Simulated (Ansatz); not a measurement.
C:
```yaml
crystal:
  lattice:
    - [2.32500, 4.58090, 0.00000]
    - [-2.32500, 4.58090, 0.00000]
    - [-1.54291, 0.00000, 3.25435]
  atoms:
    - { symbol: C, position: [0.78271, 0.82364, 0.44804] }
    - { symbol: C, position: [0.21729, 0.17636, 0.55196] }
    - { symbol: C, position: [0.82364, 0.78271, 0.05196] }
    - { symbol: C, position: [0.17636, 0.21729, 0.94804] }
    - { symbol: C, position: [0.09034, 0.57184, 0.87676] }
    - { symbol: C, position: [0.90966, 0.42816, 0.12324] }
    - { symbol: C, position: [0.57184, 0.09034, 0.62324] }
    - { symbol: C, position: [0.42816, 0.90966, 0.37676] }
```

Relaxed with r²SCAN.

Problem. Map the electron localisation function on the plane through (0.783, 0.824, 0.448) spanned by u = [1, -1, 1] and v = [-1, 1, 1] in lattice vectors, from the program Ansatz at the r²SCAN level (PAW).

Solution. x is the fraction of u, y of v (the angle between them is 106°; rows are the nearest grid lines); atoms in the plane: C at (0.00, 0.00), C at (0.50, 0.50), C at (0.32, 0.28), C at (0.82, 0.78).
```
|00799876789874200145300|
|55676433444321000367865|
|87532111111100001479998|
|74100011222212356678997|
|53000134565445777534675|
|42002478997569997100454|
|41002579984369996214664|
|31001367621156655688863|
|42000135434554323678754|
|65310013688864456521256|
|87410013688755788510478|
|87520014541006999757898|
|76310024530017998667887|
|21000147898766542222322|
|00001258999864210001110|
|33356666788631000133433|
|55688731246520002467765|
|46999710256410025799864|
|15999634677410025788621|
|35543468876310002565223|
|66422367655421001244566|
|86567751026764100136888|
|53689961168875200146875|
|00799876789874200145300|
```
Scale: ten equal steps from 0.008 (start of '0') to 0.945 (end of '9'), in the order '0123456789'; x runs from 0.000 to 1.00, y from 0.000 (bottom) to 1.00 (top).

The density is the valence pseudo-density with augmentation charge, so density and ELF within about 1 Å of a nucleus are not all-electron values.

Space group C2/c. The start of the workflow was typed in or built on a structure type; neither database checked (COD, Materials Project) lists it. It is not the phase usual at ambient conditions (space group No. 194, 227). The cell was relaxed with r²SCAN under the symmetry of its start; whether a distortion lowers the energy is not shown. The volume moved by 103 % from the start of the relaxation.

Potentials: the earlier of the program's two PAW sets.
